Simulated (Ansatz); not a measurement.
Relaxed Gd (hcp, Mg type):

```xyz
2
Lattice="3.6392 0.0000 0.0000 -1.8196 3.1517 0.0000 0.0000 0.0000 5.9092" Properties=species:S:1:pos:R:3 pbc="T T T"
Gd     0.0000     2.1011     4.4319
Gd     1.8196     1.0506     1.4773
```

Scan: atom 2 (Gd, nearest neighbour Gd at 3.626 Å; its periodic images, 3.6 Å or more away, move with it) is displaced along Cartesian [110], direction (0.707, 0.707, 0.000) in Cartesian axes, by s. The other atoms stay.

These are r2SCAN (plane waves to 500 eV, PAW, scalar-relativistic; Ansatz, a quantum-chemistry and plane-wave program) values and carry that method's errors. k mesh 12×12×7 (Γ-centred), Fermi-Dirac smearing 0.05 eV. Energies are smeared free energies. With partly filled bands, energies and forces of such displacements shift with the k mesh and the smearing. Gd was relaxed with its symmetry unable to fall. Relaxed Gd ends ferromagnetic. Other magnetic orders were not checked, so this need not be the ground state. The filling of the f shell was not checked against other fillings, so treat energies with care. The zero of ΔE is the undisplaced structure. The last digit holds for this mesh only.

| s (Å) | ΔE (meV/cell) |
|---|---|
| -0.730 | 216.9 |
| -0.584 | 154.4 |
| -0.438 | withheld |
| -0.292 | 45.0 |
| -0.146 | 11.5 |
| 0.000 | 0.0 |
| 0.146 | 12.4 |
| 0.292 | 50.2 |
| 0.438 | 108.6 |
| 0.584 | 183.7 |
| 0.730 | 271.6 |

### Question
Fit a polynomial form (powers 2, 3, 4) to the given rows and predict ΔE at s = -0.438.

### Answer
Least squares on the 10 given rows: ΔE = (569.6)·s² + (71.32)·s³ + (-209.8)·s⁴, in meV/cell with s in Å; root-mean-square residual 0.74 meV/cell. At -0.438 the fit gives 95.6 meV/cell; the calculation gives 94.9 meV/cell, so the interpolation is off by 0.7 (+0.7 %). The quadratic term alone would give 109.3 meV/cell.

(For displaced atoms, the force is minus the slope of the energy, and its curvature is a force constant, which sets phonon frequencies.)
